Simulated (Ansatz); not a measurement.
**Co: from a starting cell to a relaxed one**

The start is a randomly generated symmetric cell of Co (space group No. 164). A full variable-cell relaxation at zero pressure is run with PBEsol (plane waves to 420 eV, PAW, scalar-relativistic; Ansatz, a program for electronic structure). The first steps use a coarse 9×9×18 k-mesh.

The start:
```
CELL_PARAMETERS angstrom
      4.04272     0.00000     0.00000
     -2.02136     3.50110     0.00000
      0.00000     0.00000     1.81686
ATOMIC_POSITIONS crystal
  Co 0.66667 0.33333 0.53657
  Co 0.33333 0.66667 0.46343
```
Spin-polarised start, with parallel moments on Co.

```yaml
outcome: The space group goes from P-3m1 (No. 164) to P6₃/mmc (No. 194), with 2 atoms in the primitive magnetic cell
energy_released: about 1.7 eV/atom
volume_change: -3.5 %, from 12.86 to 12.41 Å³/atom
band_gap_at_the_end: zero (metallic)
moments_at_the_end: net 1.64 μB/atom, ferromagnetic
optimiser_moves: 23
```

Final structure:

Space group P6₃/mmc (No. 194); a = 3.4132 Å, b = 3.4132 Å, c = 2.4600 Å, α = 90.00°, β = 90.00°, γ = 120.00°

```json
[
 {"atom": "Co", "site": "2d", "symmetry": "-6m2", "x": "0.6667", "y": "0.3333", "z": "0.2500"}
]
```

Final values are on a 16×16×19 k-mesh of the relaxed cell. The start holds a very short contact (Co–Co 1.82 Å). Spin state reached: ferromagnetic (net 1.64 μB/atom), from parallel starting moments; other spin orders were not run from this start.

The run could not lose the symmetry of its start.
